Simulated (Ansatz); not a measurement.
**TiPd₃: stiffness from a series of strains**

```xyz
4
Lattice="3.8200 0.0000 0.0000 0.0000 3.8200 0.0000 0.0000 0.0000 3.8200" Properties=species:S:1:pos:R:3 pbc="T T T"
Ti    0.0000    0.0000    0.0000
Pd    0.0000    1.9100    1.9100
Pd    1.9100    0.0000    1.9100
Pd    1.9100    1.9100    0.0000
```

Atom numbers follow the list: Ti1, Pd2, Pd3, Pd4.

Conventional cell: a = 3.820 Å, b = 3.820 Å, c = 3.820 Å, α = 90.00°, β = 90.00°, γ = 90.00°. Ti (atom 1) has 12 Pd at 2.70 Å as nearest neighbours. Pd (atom 2) is surrounded by 4 Ti at 2.70 Å and 8 Pd at 2.70 Å.

The cell is COD entry 1522883, as deposited and not checked against the literature; nothing was relaxed.

Spin polarisation is left out, and whether a magnetic state lies lower isn't shown here.

Level of theory: Ansatz 0.2.0, DFT, LDA, all-electron LAPW, scalar-relativistic.

Settings: a Γ-centred 11×11×11 k mesh, Fermi–Dirac smearing of 0.05 eV, basis error target 1 meV/atom, no spin polarisation.

The strain is applied along the Cartesian axes of the cell as listed (the other components stay zero). Fractional coordinates are held (clamped ions).

σ is the change of stress from the unstrained cell, which is at 2.35 GPa; tension is positive, so slopes are stress–strain coefficients at that pressure. In a metal the k mesh adds noise.

Only quantities that a quadratic follows smoothly over the whole series are listed; rougher ones are left out.

```tsv
εzz	σzz (GPa)	σxx (GPa)
-0.0200	-7.31	-4.01
-0.0100	-3.56	-1.92
0.0000	0.00	0.00
0.0200	6.56	3.42
```

Question: Fit the series and read off the stiffness at zero strain.

Answer: Least-squares fits y = p0 + p1 x + p2 x² to the rows give σzz (GPa): p1 = 347, p2 = -940; σxx (GPa): p1 = 186, p2 = -750. So C11 = 347 GPa and C12 = 186 GPa, which gives B = (C11 + 2 C12)/3 = 240 GPa.

Question: One run, at εzz = 0.0100, is withheld. Predict its row.

Answer: The fits give 3.37, 1.79; the run gave 3.37, 1.78.
